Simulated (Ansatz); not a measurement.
Input, command and steps of an Ansatz relaxation.

```yaml
crystal:
  lattice:
    - [0.0, 3.99696703, 3.99696703]
    - [3.99696703, 0.0, 3.99696703]
    - [3.99696703, 3.99696703, 0.0]
  atoms:
    - { symbol: Si, position: [0.125, 0.125, 0.625] }
    - { symbol: Si, position: [0.125, 0.625, 0.125] }
    - { symbol: Si, position: [0.625, 0.125, 0.125] }
    - { symbol: Si, position: [0.125, 0.125, 0.125] }
    - { symbol: Si, position: [0.75, 0.75, 0.75] }
    - { symbol: Si, position: [0.5, 0.5, 0.5] }
    - { symbol: "N", position: [0.3671886779, 0.3671886779, 0.3671886779] }
    - { symbol: "N", position: [0.3515660338, 0.8828113221, 0.8828113221] }
    - { symbol: "N", position: [0.8828113221, 0.8828113221, 0.3515660338] }
    - { symbol: "N", position: [0.8828113221, 0.3515660338, 0.8828113221] }
    - { symbol: "N", position: [0.3671886779, 0.3671886779, 0.8984339662] }
    - { symbol: "N", position: [0.3671886779, 0.8984339662, 0.3671886779] }
    - { symbol: "N", position: [0.8828113221, 0.8828113221, 0.8828113221] }
    - { symbol: "N", position: [0.8984339662, 0.3671886779, 0.3671886779] }
basis:
  ecutwfc: 420
kpoints:
  mp_grid: { grid: [6, 6, 6] }
hamiltonian:
  xc: pbesol
scf:
  occupations: { method: gaussian, width: 0.02 }
output:
  forces: true
  stress: true
  eigenvalues: true
  write_density: true
  write_potential: true
  elf: true
  volumetric_format: npy
relax:
  adjacent_minimum: "off"
  f_tol: 0.01
  max_steps: 30
```

```bash
ansatz run input.yaml --threads 4 --pin off --max-ram 10240MiB --backend cpu --events-out ev --progress --plain --runs-dir out
```

These are results of DFT PBEsol, scalar-relativistic, plane waves, PAW in Ansatz 0.2.0, not measurements.

The volume is held at 1.1 times that of the relaxed cell.

Of 3 frames 3 are shown, positions in Å and forces in eV/Å; the SCF threshold varies from step to step.

```xyz
14
Lattice="0.0000 3.9970 3.9970 3.9970 0.0000 3.9970 3.9970 3.9970 0.0000" Properties=species:S:1:pos:R:3:forces:R:3 pbc="T T T" step=1 free_energy_over_end_meV_per_atom=0.14
Si    2.9977    2.9977    0.9992    0.0000    0.0000    0.0000
Si    2.9977    0.9992    2.9977    0.0000    0.0000    0.0000
Si    0.9992    2.9977    2.9977    0.0000    0.0000    0.0000
Si    0.9992    0.9992    0.9992    0.0000    0.0000    0.0000
Si    5.9955    5.9955    5.9955    0.0000    0.0000    0.0000
Si    3.9970    3.9970    3.9970    0.0000    0.0000    0.0000
N     2.9353    2.9353    2.9353   -0.0766   -0.0766   -0.0766
N     7.0571    4.9338    4.9338    0.0766   -0.0766   -0.0766
N     4.9338    4.9338    7.0571   -0.0766   -0.0766    0.0766
N     4.9338    7.0571    4.9338   -0.0766    0.0766   -0.0766
N     5.0587    5.0587    2.9353    0.0766    0.0766   -0.0766
N     5.0587    2.9353    5.0587    0.0766   -0.0766    0.0766
N     7.0571    7.0571    7.0571    0.0766    0.0766    0.0766
N     2.9353    5.0587    5.0587   -0.0766    0.0766    0.0766
14
Lattice="0.0000 3.9970 3.9970 3.9970 0.0000 3.9970 3.9970 3.9970 0.0000" Properties=species:S:1:pos:R:3:forces:R:3 pbc="T T T" step=2 free_energy_over_end_meV_per_atom=0.04
Si    2.9977    2.9977    0.9992    0.0000    0.0000    0.0000
Si    2.9977    0.9992    2.9977    0.0000    0.0000    0.0000
Si    0.9992    2.9977    2.9977    0.0000    0.0000    0.0000
Si    0.9992    0.9992    0.9992    0.0000    0.0000    0.0000
Si    5.9955    5.9955    5.9955    0.0000    0.0000    0.0000
Si    3.9970    3.9970    3.9970    0.0000    0.0000    0.0000
N     2.9342    2.9342    2.9342   -0.0382   -0.0382   -0.0382
N     7.0582    4.9327    4.9327    0.0382   -0.0382   -0.0382
N     4.9327    4.9327    7.0582   -0.0382   -0.0382    0.0382
N     4.9327    7.0582    4.9327   -0.0382    0.0382   -0.0382
N     5.0597    5.0597    2.9342    0.0382    0.0382   -0.0382
N     5.0597    2.9342    5.0597    0.0382   -0.0382    0.0382
N     7.0582    7.0582    7.0582    0.0382    0.0382    0.0382
N     2.9342    5.0597    5.0597   -0.0382    0.0382    0.0382
14
Lattice="0.0000 3.9970 3.9970 3.9970 0.0000 3.9970 3.9970 3.9970 0.0000" Properties=species:S:1:pos:R:3:forces:R:3 pbc="T T T" step=3 free_energy_over_end_meV_per_atom=0.00
Si    2.9977    2.9977    0.9992    0.0000    0.0000    0.0000
Si    2.9977    0.9992    2.9977    0.0000    0.0000    0.0000
Si    0.9992    2.9977    2.9977    0.0000    0.0000    0.0000
Si    0.9992    0.9992    0.9992    0.0000    0.0000    0.0000
Si    5.9955    5.9955    5.9955    0.0000    0.0000    0.0000
Si    3.9970    3.9970    3.9970    0.0000    0.0000    0.0000
N     2.9331    2.9331    2.9331   -0.0001   -0.0001   -0.0001
N     7.0593    4.9316    4.9316    0.0001   -0.0001   -0.0001
N     4.9316    4.9316    7.0593   -0.0001   -0.0001    0.0001
N     4.9316    7.0593    4.9316   -0.0001    0.0001   -0.0001
N     5.0608    5.0608    2.9331    0.0001    0.0001   -0.0001
N     5.0608    2.9331    5.0608    0.0001   -0.0001    0.0001
N     7.0593    7.0593    7.0593    0.0001    0.0001    0.0001
N     2.9331    5.0608    5.0608   -0.0001    0.0001    0.0001
```

The run took 5.8 s on 4 threads of Intel(R) Xeon(R) Platinum 8488C (Sapphire Rapids) (shared host), peak memory 0.55 GiB.